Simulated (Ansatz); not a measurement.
TiO$_{2}$:
```yaml
crystal:
  lattice:
    - [5.17000, 0.00000, 0.00000]
    - [0.00000, 9.25863, 0.00000]
    - [0.00000, 0.00000, 5.50381]
  atoms:
    - { symbol: Ti, position: [0.13770, 0.12900, 0.90828] }
    - { symbol: Ti, position: [0.63770, 0.37100, 0.09172] }
    - { symbol: Ti, position: [0.86230, 0.62900, 0.59172] }
    - { symbol: Ti, position: [0.36230, 0.87100, 0.40828] }
    - { symbol: Ti, position: [0.86230, 0.87100, 0.09172] }
    - { symbol: Ti, position: [0.36230, 0.62900, 0.90828] }
    - { symbol: Ti, position: [0.13770, 0.37100, 0.40828] }
    - { symbol: Ti, position: [0.63770, 0.12900, 0.59172] }
    - { symbol: O, position: [0.81695, 0.01021, 0.85173] }
    - { symbol: O, position: [0.31695, 0.48979, 0.14827] }
    - { symbol: O, position: [0.18305, 0.51021, 0.64827] }
    - { symbol: O, position: [0.68305, 0.98979, 0.35173] }
    - { symbol: O, position: [0.18305, 0.98979, 0.14827] }
    - { symbol: O, position: [0.68305, 0.51021, 0.85173] }
    - { symbol: O, position: [0.81695, 0.48979, 0.35173] }
    - { symbol: O, position: [0.31695, 0.01021, 0.64827] }
    - { symbol: O, position: [0.46396, 0.22982, 0.89169] }
    - { symbol: O, position: [0.96396, 0.27018, 0.10831] }
    - { symbol: O, position: [0.53604, 0.72982, 0.60831] }
    - { symbol: O, position: [0.03604, 0.77018, 0.39169] }
    - { symbol: O, position: [0.53604, 0.77018, 0.10831] }
    - { symbol: O, position: [0.03604, 0.72982, 0.89169] }
    - { symbol: O, position: [0.46396, 0.27018, 0.39169] }
    - { symbol: O, position: [0.96396, 0.22982, 0.60831] }
```

Relaxed with PBE. Special points in fractions of this cell's reciprocal vectors: Γ (0.000, 0.000, 0.000); X (0.500, 0.000, 0.000); S (0.500, 0.500, 0.000); Y (0.000, 0.500, 0.000); Z (0.000, 0.000, 0.500); U (0.500, 0.000, 0.500); R (0.500, 0.500, 0.500); T (0.000, 0.500, 0.500).

### Question
List the band energies nearest the valence-band maximum at these points for plane-wave PAW PBE (Ansatz code).

### Answer
In eV from the valence-band maximum; about four levels below and three above (degenerate sets whole), none deeper than 8.9 eV; points with the same levels are listed once.

| k | below | above |
|---|---|---|
| Γ | -0.46 -0.22 -0.19 0.00 | 2.40 2.70 2.85 2.85 |
| X | -0.59 -0.59 -0.19 -0.19 | 2.67 2.67 2.84 2.84 |
| S | -0.28 -0.28 -0.28 -0.28 | 2.75 2.75 2.75 2.75 |
| Y | -0.28 -0.28 -0.18 -0.18 | 2.50 2.50 2.79 2.79 |
| Z | -0.63 -0.63 -0.57 -0.57 | 2.75 2.75 2.96 2.96 |
| U | -0.66 -0.66 -0.66 -0.66 | 2.90 2.90 2.90 2.90 |
| R | -0.51 -0.51 -0.51 -0.51 | 2.95 2.95 2.95 2.95 |
| T | -0.49 -0.49 -0.49 -0.49 | 2.87 2.87 2.87 2.87 |

Space group Pbca. The cell was relaxed with PBE under the symmetry of its start. No spin polarisation was allowed.

Potentials: the later of the program's two PAW sets.
